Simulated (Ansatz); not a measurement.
One crystal and one scan (energy against volume) at two levels, PBE (plane waves to 420 eV, PAW, scalar-relativistic; Ansatz, a quantum-chemistry and plane-wave program) and r2SCAN (plane waves to 500 eV, PAW, scalar-relativistic; Ansatz), each from its own relaxed cell and on its own mesh.

The crystal is PbSe (rock salt); the cell is scaled evenly about its relaxed volume V₀.

E stands for the smeared free energy. PbSe was relaxed with its symmetry unable to fall. Spin-orbit coupling is left out, though Pb is heavy. Both scans cover V/V₀ from 0.900 to 1.100.

```tsv
quantity	run 1	run 2
Lattice constant a (Å)	6.218	6.178
Pressure at the smallest volume (GPa)	6.17	6.79
Energy cost of the largest compression (meV/atom)	52.6	56.8
Energy cost of the largest expansion (meV/atom)	36.9	40.0
Bulk modulus B₀ (third-order Birch-Murnaghan fit) (GPa)	46.5	51.3
Pressure for 5 % compression (fit) (GPa)	2.7	2.9
```

### Question
Which run is which level?

### Answer
Run 1 is PBE, run 2 is r2SCAN. PBE gives the higher value for: lattice constant a. PBE gives the lower value for: pressure at the smallest volume; energy cost of the largest compression; energy cost of the largest expansion; bulk modulus B₀. Neither level is exact: the differences show how much the result hangs on the functional.

(Under strain, the slope of the energy per volume gives the stress and its curvature an elastic modulus.)
